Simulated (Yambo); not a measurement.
A G0W0@PBEsol run in Yambo for AlAs (zinc blende, space group F-43m, No. 216) under isotropic strain of -1.5 % on all lattice vectors (4×4×4 Γ-centred k mesh, 104 bands and a 10 Ry block in the screening, 104 bands in G with the Bruneval-Gonze terminator, plasmon pole fitted at 27.2 eV) gives these matrix elements, in eV, at the band edges (Γ → X):

```tsv
state	E0	<Vxc>	<Σx>	<Σc(E0)>	Z
valence edge	0.000	-12.632	-15.326	1.260	0.790
conduction edge	1.258	-8.586	-4.772	-3.727	0.806
```

Task: Solve the linearised quasiparticle equation for both states, give the gap, and say how exchange and correlation each act on it.

Result: E = E0 + Z(Σx + Σc − Vxc). Valence: 0.000 + 0.790 × (-15.326 + (1.260) − (-12.632)) = -1.13 eV. Conduction: 1.258 + 0.806 × (-4.772 + (-3.727) − (-8.586)) = 1.33 eV. The gap is 2.46 eV, against 1.26 eV in PBEsol. Replacing Vxc by bare exchange alone would open it by 6.51 eV; correlation takes back 4.99 eV of that, and Z scales what is left. Convergence of the G0W0 settings was not tested. Spin-orbit splittings are left out.

The standard potential for As keeps a d shell in the valence without the s and p states of that shell. In tests on such compounds this moved G0W0 gaps by up to about 0.9 eV, so absolute quasiparticle energies here are unreliable; differences between settings are what counts.

Geometry strained from the cell relaxed with PBEsol, atoms relaxed again; primitive cell a = b = c = 3.953 Å, α = β = γ = 60.00°.
